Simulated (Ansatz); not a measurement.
V$_{5}$S$_{4}$: opening a crack plane

V$_{5}$S$_{4}$, I4/m, a = 8.858 Å, c = 3.116 Å. The structure is a COD entry; whether it is the stable form wasn't checked. Ansatz: PBEsol, PAW, 420 eV, Γ-centred 13×6×3 mesh on 18 atoms, Gaussian smearing 0.15 eV; no spin polarisation. One cut on (-1-10) per cell of 18 atoms is opened rigidly by x, between planes of S+V and S+V that stand 2.07 Å apart; y is the energy per area (19.515 Å², 1 eV/Å² = 16.02 J/m²).

```tsv
x (Å)	y (J/m²)
0.00	0.000
0.50	0.795
1.00	?
2.00	2.295
3.00	2.435
6.00	2.471
```

Fit the universal binding curve y = W[1 − (1 + x/l) e^(−x/l)] to the other rows, give the peak stress, and predict the missing value.

Least squares gives W = 2.45 J/m² and l = 0.435 Å. The stress dy/dx peaks at x = l with W/(e l) = 20.7 GPa, for rigid faces. At x = 1.00: x/l = 2.299, y = 1.639 J/m². The run gave 1.646 J/m², so the fit is 0.007 J/m² too low, within the rms miss on the fitted rows (0.015 J/m²).

Cost: 6 runs of about 20 core-minutes in all, on Intel Xeon (Skylake/Cascade Lake) (shared hosts).